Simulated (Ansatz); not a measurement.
TiC (rock salt, Fm-3m) under volume change, DFT-PBEsol in the program Ansatz with PAW potentials, scaled uniformly.

| V (Å³/atom) | E − E(relaxed) (meV/atom) | P (GPa) |
|---|---|---|
| 8.999 | 78.0 | 30.39 |
| 9.296 | 32.8 | 18.69 |
| 9.593 | 7.8 | 8.63 |
| 9.890 | 0.0 | -0.02 |
| 10.186 | (withheld) | (withheld) |
| 10.483 | 27.0 | -13.87 |
| 10.780 | (withheld) | (withheld) |

Task: Complete the blanks.

Result: 
- 10.186, E − E(relaxed) (meV/atom): 7.1
- 10.186, P (GPa): -7.47
- 10.780, E − E(relaxed) (meV/atom): 57.9
- 10.780, P (GPa): -19.39

Task: What does a third-order Birch–Murnaghan fit give for V₀, B₀ and B′?

Result: V₀ = 9.89 Å³/atom, B₀ = 267 GPa, B′ = 4.0.

The cell was relaxed with PBEsol under the symmetry of its start; of distortions, only those at the zone centre were tested. No spin polarisation was allowed.

Potentials: the earlier of the program's two PAW sets.
